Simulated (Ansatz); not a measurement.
Rh:
```yaml
crystal:
  lattice:
    - [0.00000, 1.89665, 1.89665]
    - [1.89665, 0.00000, 1.89665]
    - [1.89665, 1.89665, 0.00000]
  atoms:
    - { symbol: Rh, position: [0.00000, 0.00000, 0.00000] }
```

Relaxed with PBE+D3(BJ). Special points in fractions of this cell's reciprocal vectors: Γ (0.000, 0.000, 0.000); X (0.500, 0.000, 0.500); U (0.625, 0.250, 0.625); K (0.375, 0.375, 0.750); L (0.500, 0.500, 0.500); W (0.500, 0.250, 0.750).

Q: List the band energies nearest the Fermi level at these points for PBE+D3(BJ) (plane waves, PAW; program Ansatz).

A: In eV from the Fermi level; about four levels below and three above (degenerate sets whole), none deeper than 8.9 eV; … stands for higher levels left out; points with the same levels are listed once.

```tsv
k	below	above
Γ	-8.03 -3.13 -3.13 -3.13	…
X	-6.40 -6.03	0.54 0.99 0.99
U	-5.58 -4.83 -2.09 -0.71	0.37 …
L	-6.19 -3.21 -3.21	0.57 0.57 …
W	-5.09 -3.85 -3.85 -1.23	1.00 …
```

Space group Fm-3m (fcc (Cu type)). The PBE+D3(BJ) relaxation kept the symmetry of its start. No spin polarisation was allowed. The pairwise dispersion correction was not fitted to metals. Scalar-relativistic: spin–orbit coupling is off unless named, which matters more the heavier the elements.

Potentials: the later of the program's two PAW sets.
